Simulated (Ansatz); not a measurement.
Simulated (Ansatz). Plane-wave DFT: natural occupations of the f shells on orthogonalised atomic orbitals at the end of the run, rising, by spin; atoms or cell relaxed as the task says.

```
cell
1.0
    -4.8582   -5.8236   -0.0150
    -4.8582    5.8236   -0.0150
     2.8410    0.0000   -9.3984
Cl Y Gd O Ti
6 3 3 18 6
Direct
  0.9458 0.2833 0.9012
  0.2784 0.9401 0.9033
  0.6131 0.6169 0.9066
  0.7212 0.0548 0.0975
  0.0513 0.7193 0.0967
  0.3909 0.3907 0.0981
  0.6123 0.9453 0.7984
  0.0491 0.3849 0.2019
  0.7212 0.7190 0.2017
  0.9480 0.6134 0.7973
  0.2789 0.2833 0.7965
  0.3932 0.0563 0.2060
  0.1814 0.5213 0.7436
  0.5188 0.1871 0.7436
  0.8502 0.8493 0.7494
  0.4763 0.8140 0.2502
  0.8147 0.4810 0.2537
  0.1421 0.1468 0.2488
  0.9992 0.3283 0.4373
  0.3348 0.0045 0.4344
  0.6720 0.6696 0.4421
  0.6662 0.9952 0.5631
  0.9966 0.6640 0.5619
  0.3316 0.3305 0.5627
  0.2578 0.5963 0.3809
  0.5896 0.2574 0.3750
  0.9214 0.9239 0.3748
  0.4038 0.7464 0.6214
  0.7455 0.4093 0.6231
  0.0770 0.0792 0.6193
  0.2115 0.5464 0.5699
  0.5481 0.2111 0.5678
  0.8792 0.8820 0.5665
  0.4542 0.7857 0.4347
  0.7872 0.4504 0.4292
  0.1125 0.1234 0.4304
```

Starting moments (μB): Gd number 1 7, Gd number 2 -7, Gd number 3 7; others 0.

cell charge: 0 e
spin: collinear
scf start: atoms
lower state search: off
functional: PBEsol
wave cutoff: 420 eV
k mesh: 2, 2, 2
k shift: 0, 0, 0 mesh steps
gaussian smearing: 0.02 eV
task: relax cell and atoms

How are the f shells occupied at the end?



```csv
shell atom,shell element,shell spin,shell occupation 1 (e),shell occupation 2 (e),shell occupation 3 (e),shell occupation 4 (e),shell occupation 5 (e),shell occupation 6 (e),shell occupation 7 (e)
8,Gd,up,1,1,1,1,1,1,1
8,Gd,down,0.01,0.01,0.01,0.02,0.02,0.02,0.04
9,Gd,up,0.01,0.01,0.01,0.02,0.02,0.02,0.04
9,Gd,down,1,1,1,1,1,1,1
11,Gd,up,1,1,1,1,1,1,1
11,Gd,down,0.01,0.01,0.01,0.02,0.02,0.02,0.04
```

Caveats: Gd without a U keeps its half-filled shell, but its 4f levels lie too near the Fermi level; occupations loosely converged; open f or d shells may hold a state above the lowest.
